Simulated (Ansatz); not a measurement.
Here is the system:

Generalised stacking fault of PbSe (rock salt) on the {100} plane. The cell below holds the perfect crystal with the plane normal along z; tilting its third vector by the shift puts one fault into each cell, between planes 3.09 Å apart, at fixed cell height.

```yaml
crystal:
  lattice:
    - [4.36829, 0.00000, 0.00000]
    - [0.00000, 4.36829, 0.00000]
    - [2.18415, 2.18415, 9.26655]
  atoms:
    - { symbol: Se, position: [0.00000, 0.00000, 0.83333] }
    - { symbol: Se, position: [0.33333, 0.33333, 0.16667] }
    - { symbol: Se, position: [0.66667, 0.66667, 0.50000] }
    - { symbol: Pb, position: [0.50000, 0.50000, 0.83333] }
    - { symbol: Pb, position: [0.83333, 0.83333, 0.16667] }
    - { symbol: Pb, position: [0.16667, 0.16667, 0.50000] }
```

In-plane vectors a = (4.368, 0.000) Å, b = (0.000, 4.368) Å, area 19.08 Å². The shift is s times the vector a + b (length 6.178 Å), so s = 1 restores the start. The shift is rigid: no atom relaxes. γ = [E(shift) − E(0)] / area.

The numbers are results of r2SCAN (plane waves to 500 eV, PAW, scalar-relativistic; Ansatz, a first-principles code), not measurements. k mesh 7×7×7 (Γ-centred), Fermi-Dirac smearing 0.05 eV. Energies are extrapolated to zero smearing. As the smearing reaches across the gap at some points, the k mesh leaves noise in γ, roughly 0.02 J/m² as judged from a few cases. Faults lie only 9.3 Å apart, and holding the cell height and the atoms raises γ above its relaxed value. PbSe was relaxed with its symmetry unable to fall. Spin-orbit coupling is left out, though Pb is heavy. The PAW data are Ansatz's earlier set. γ is measured from zero shift.

The scan covers s from 0.000 to 0.917 in 12 points.

Problem. At which s is γ highest?

Solution. s = 0.500.

Problem. Does γ have a local minimum between the ends of the line, and at which s?

Solution. No computed point is one.

Problem. What is the highest γ among twelve even steps of s?

Solution. 1.05 J/m².

(The slope of γ gives the shear force per area between the displaced halves; near zero shift its curvature is an elastic stiffness.)
